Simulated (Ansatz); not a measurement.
The calculation used DFT PBE, scalar-relativistic, plane waves, PAW, and for the lanthanide a 4f-in-core norm-conserving potential, in Ansatz. All cells share a 690 eV cutoff and Γ-centred k meshes spaced at most about 0.3 Å⁻¹ (about 0.25 or finer for metals, 2π included). No spin polarisation in the final relaxations.

Temperature and zero-point effects are left out.

Two forms of Ho₃O were relaxed alike.

A. Space group Pm-3m (No. 221), cubic, a = 4.548 Å. Around Ho lie 4 O at 3.22 Å and 8 Ho at 3.22 Å; O has 12 Ho at 3.22 Å.

B. Space group Fm-3m (No. 225), cubic, a = 7.273 Å. Ho on a site of symmetry -43m is surrounded by 4 Ho at 3.15 Å, 4 O at 3.15 Å and 6 Ho at 3.64 Å; Ho on a site of symmetry m-3m has 8 Ho at 3.15 Å and 6 O at 3.64 Å; O has 8 Ho at 3.15 Å and 6 Ho at 3.64 Å.

Question: Which form is favoured at zero pressure, and by what margin per atom?

Answer: A is lower, by 189 meV/atom. A has space group Pm-3m (No. 221), 23.5 Å³/atom and no gap on its mesh; B has the BiF3 (D0_3) type, space group Fm-3m (No. 225), 24.0 Å³/atom and no gap. Counting Ho atoms around O (those within 1.25 times the shortest such distance or 1.15 times the sum of covalent radii, 1.27 where that leaves under three; a plus sign parts nearer from farther groups; the shortest distance is added where it exceeds 1.18 times the sum of covalent radii), A has O 12 from 3.2 Å and B has O 8+6 from 3.1 Å. Even the lower one lies +0.12 eV/atom against the reference forms of the elements (uncorrected), a margin that errors in the energy of the gaseous reference can exceed. Both come from invented guesses. A third cell relaxed alike, in P6/mmm, lies 0.41 eV/atom below the lower of the two.

In Pm-3m, Fm-3m an odd number of valence electrons (the lanthanide is held trivalent, its 4f shell in the core) allows no gap without spin; another valence of the lanthanide, a larger cell or a magnetic state could open one. A magnetic state wasn't ruled out in cells without spin, among them Pm-3m, Fm-3m. Cells relaxed within their symmetry can be saddle points.

The lanthanide is trivalent by construction, without f bands, f moments or other valences.
